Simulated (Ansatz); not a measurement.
TaAl (L1₀ or tetragonal B2, space group No. 123) at seven volumes, PBE in the plane-wave PAW code Ansatz, shape and atoms relaxed at each. One row is withheld.

```csv
V (Å³/atom),P (GPa)
15.300,17.79
15.804,10.95
16.309,5.06
16.813,0.00
17.318,?
17.822,-8.09
18.326,-11.30
```

Task: Fit the shown pressures and predict the withheld one.

Result: Third-order Birch–Murnaghan: P = (3/2)B₀(x^(7/2) − x^(5/2))[1 + (3/4)(B′ − 4)(x − 1)] with x = (V₀/V)^(2/3). Least squares on the six rows gives V₀ = 16.814 Å³/atom, B₀ = 156.0 GPa, B′ = 4.02. At V = 17.318, x = 0.9805 and P = -4.34 GPa. The run itself gave -4.35 GPa.

Space group P4/mmm (L1₀ or tetragonal B2). The start of the workflow was typed in or built on a structure type; neither database checked (COD, Materials Project) lists it. Its standing as an ambient phase is unchecked. The PBE relaxation kept the symmetry of its start; its stability against distortions is not shown here. No spin polarisation was allowed. Scalar-relativistic: spin–orbit coupling is off unless named, which matters more the heavier the elements.

Potentials: the later of the program's two PAW sets.
